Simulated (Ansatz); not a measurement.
C:
```cif
data_C2
_chemical_formula_sum 'C2'
_space_group_name_H-M_alt 'P6/mmm'
_space_group_IT_number 191
_space_group_name_Hall '-P 6 2'
_cell_length_a 2.45297
_cell_length_b 2.45297
_cell_length_c 3.58538
_cell_angle_alpha 90.000
_cell_angle_beta 90.000
_cell_angle_gamma 120.000
loop_
_atom_site_label
_atom_site_type_symbol
_atom_site_symmetry_multiplicity
_atom_site_Wyckoff_symbol
_atom_site_fract_x
_atom_site_fract_y
_atom_site_fract_z
_atom_site_occupancy
C1 C 2 c 0.33333 0.66667 0.00000 1
```

Relaxed at zero pressure with the program Ansatz at the r²SCAN+D4 level (PAW).

### Question
The volume is lowered by 3 % and shape and atoms relax at that volume. What pressure results, and how do the axes share the change?

### Answer
1.1 GPa; a -0.1 %, b -0.1 %, c -2.8 %; the energy rises by 1 meV/atom.

### Question
Give the new structure.

### Answer

Space group P6/mmm (No. 191); a = 2.4506 Å, b = 2.4506 Å, c = 3.4846 Å, α = 90.00°, β = 90.00°, γ = 120.00°

```tsv
atom	site	symmetry	x	y	z
C	2c	-6m2	0.3333	0.6667	0.0000
```

The phase is kept; no other phase was compared at this pressure.

The first step of the workflow began from a Materials Project structure, measured or hypothetical; the Crystallography Open Database copy checked does not list it. It is not the phase usual at ambient conditions (space group No. 194, 227). Symmetry was held in the r²SCAN+D4 relaxation. At this level the phase is mechanically unstable.

Potentials: the later of the program's two PAW sets.
